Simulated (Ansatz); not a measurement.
Equation of state of Tl2Pt

A database entry relaxed whole under r2SCAN (I4/mcm):

```
Tl Pt
1.0
    -3.46998    3.46998    2.81469
     3.46998   -3.46998    2.81469
     3.46998    3.46998   -2.81469
Tl Pt
4 2
Direct
  0.66057 0.16057 0.82114
  0.16057 0.33943 0.50000
  0.33943 0.83943 0.17886
  0.83943 0.66057 0.50000
  0.25000 0.25000 0.00000
  0.75000 0.75000 0.00000
```

The cell was scaled uniformly, its shape held, and the atoms relaxed at each volume with plane-wave PAW DFT (Ansatz 0.2.0; r2SCAN, 500 eV, 8×8×8 Γ-centred mesh, fermi-dirac occupations of width 0.100 eV; no spin, no spin-orbit coupling). One row is withheld.

| volume (Å³/atom) | energy over the lowest (meV/atom) | pressure (GPa) |
| --- | --- | --- |
| 21.238 | 22.1 | 5.70 |
| 21.690 | ? | ? |
| 22.142 | 2.2 | 1.67 |
| 22.594 | 0.0 | 0.06 |
| 23.046 | 2.0 | -1.34 |
| 23.498 | 7.7 | -2.53 |
| 23.950 | 16.5 | -3.55 |

Problem. Fit the pressures of the other rows to the third-order Birch-Murnaghan form.

Solution. With f = [(V₀/V)^(2/3) − 1]/2 and P = 3B₀f(1 + 2f)^(5/2)[1 + 3(B₀′ − 4)f/2], least squares gives V₀ = 22.61 Å³ an atom, B₀ = 74.5 GPa and B₀′ = 6.5; the rows miss the fit by less than 0.01 GPa. The slope of the energies differs from these pressures by 0.07 GPa, since they are taken to zero smearing while pressures follow the free energy.

Problem. What does the withheld row hold?

Solution. The fit gives 3.54 GPa at 21.690 Å³; the run gave 3.54 GPa and 9.3 meV an atom.

Caveats: the shape of the cell was held, so B₀ is an upper bound where the axes differ in stiffness; 0 K, fixed nuclei; the symmetry was kept, and this need not be the phase that is stable at 0 K; one mesh for all volumes; the relaxed cell lies far from the entry, by an error of the functional or of the entry; pressure is positive in compression.
